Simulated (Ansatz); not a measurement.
**Ta (Fm-3m), clamped-ion strain scan**

All numbers below come from Ansatz 0.2.0, DFT PBEsol, scalar-relativistic, plane waves, PAW. The runs took a 420 eV cutoff, a Γ-centred 20×20×20 mesh and Gaussian smearing (0.15 eV). Spin–orbit coupling is left out, which can shift energies with elements as heavy as these. No spin polarisation. Energies are free energies at this smearing, counted from the undisturbed cell; pressure is positive in compression.

Zero of the scan (as given, not relaxed at this level; it stands at -5.9 GPa; this fcc form isn't the usual structure):

```xyz
1
Lattice="0.0000 2.1100 2.1100 2.1100 0.0000 2.1100 2.1100 2.1100 0.0000" Properties=species:S:1:pos:R:3 pbc="T T T"
Ta    0.0000    0.0000    0.0000
```

The cell is strained by ε times the Voigt pattern (1, 1, 0, 0, 0, 0) (xx, yy, zz, yz, xz, xy; engineering shear) with fractional coordinates fixed. The cell is metallic on the mesh throughout.

| ε | ΔE (meV/atom) | stress summed along the pattern (GPa, tension positive) | pressure (GPa) |
| --- | --- | --- | --- |
| -0.1000 | 311.1 | -83.98 | 47.8 |
| -0.0750 | 133.9 | ? | ? |
| -0.0500 | 32.2 | -25.13 | 15.7 |
| -0.0250 | -9.9 | -5.40 | 4.0 |
| 0.0000 | 0.0 | 11.84 | -5.9 |
| 0.0250 | 57.8 | ? | ? |
| 0.0500 | 157.2 | 38.36 | -20.7 |
| 0.0750 | ? | 47.96 | ? |
| 0.0875 | 371.6 | 52.08 | -28.1 |
| 0.1000 | 458.1 | 55.81 | -30.0 |

(1) Give the withheld values.

Answers

(1) stress summed along the pattern (GPa, tension positive) at ε = -0.0750: -50.23; pressure (GPa) at ε = -0.0750: 30.0; stress summed along the pattern (GPa, tension positive) at ε = 0.0250: 26.54; pressure (GPa) at ε = 0.0250: -14.1; ΔE (meV/atom) at ε = 0.0750: 292.2; pressure (GPa) at ε = 0.0750: -26.0.